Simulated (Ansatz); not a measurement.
Al (A15 (β-W type), Pm-3n) at seven volumes, the program Ansatz at the r²SCAN level (PAW), scaled uniformly. One row is withheld.

| V (Å³/atom) | P (GPa) |
|---|---|
| 14.833 | 10.10 |
| 15.322 | 6.19 |
| 15.811 | ? |
| 16.300 | 0.00 |
| 16.789 | -2.43 |
| 17.278 | -4.49 |
| 17.767 | -6.21 |

Q: Fit the shown pressures and predict the withheld one.

A: Third-order Birch–Murnaghan: P = (3/2)B₀(x^(7/2) − x^(5/2))[1 + (3/4)(B′ − 4)(x − 1)] with x = (V₀/V)^(2/3). Least squares on the six rows gives V₀ = 16.299 Å³/atom, B₀ = 87.18 GPa, B′ = 4.39. At V = 15.811, x = 1.0205 and P = 2.83 GPa. The run itself gave 2.85 GPa.

The start of the workflow was typed in or built on a structure type; neither database checked (COD, Materials Project) lists it. It is not the phase usual at ambient conditions (space group No. 225). The r²SCAN relaxation kept the symmetry of its start; its stability against distortions is not shown here.

Potentials: the later of the program's two PAW sets.
